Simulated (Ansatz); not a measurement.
## One atom moved over a plane in SrAl2H2

The calculation used DFT PBEsol, scalar-relativistic, plane waves, PAW (Ansatz 0.2.0). Cutoff 420 eV, Γ-centred 12×12×10 k-points, Gaussian smearing of 0.15 eV. No spin polarisation. Energies are free energies at this smearing, counted from the undisturbed cell; pressure is positive in compression.

Reference structure (as given, not relaxed at this level; it stands at -1.3 GPa, and it needn't be the usual structure):

```
CELL_PARAMETERS angstrom
4.52530 0.00000 0.00000
-2.26265 3.91902 0.00000
0.00000 0.00000 4.72140
ATOMIC_POSITIONS crystal
Sr 0.00000 0.00000 0.00000
Al 0.33333 0.66667 0.45890
Al 0.66667 0.33333 0.54110
H 0.33333 0.66667 0.09760
H 0.66667 0.33333 0.90240
```

Atom 4 (H) is moved by p along (1.000, 0.000, 0.000) and q along (0.000, 0.000, 1.000) (Å), all else fixed. Points are written (p, q).

Energy above the undisturbed cell in eV/cell (a dash: not computed):

| p \ q | -0.450 | -0.225 | 0.000 | 0.225 | 0.450 |
| --- | --- | --- | --- | --- | --- |
| -0.450 | 0.52 | 0.32 | 0.17 | 0.29 | 1.10 |
| -0.225 | 0.35 | – | 0.04 | – | 1.44 |
| 0.000 | 0.29 | – | 0.00 | – | 1.58 |
| 0.225 | 0.35 | – | 0.04 | – | 1.44 |
| 0.450 | 0.52 | 0.32 | 0.17 | 0.29 | 1.10 |

Pressure in GPa:

```
 p \ q  -0.450  -0.225  0.000  0.225  0.450
-0.450    -2.1    -1.8   -1.1    0.6    4.2
-0.225    -2.6       –   -1.3      –    5.5
 0.000    -2.7       –   -1.3      –    6.0
 0.225    -2.6       –   -1.3      –    5.5
 0.450    -2.1    -1.8   -1.1    0.6    4.2
```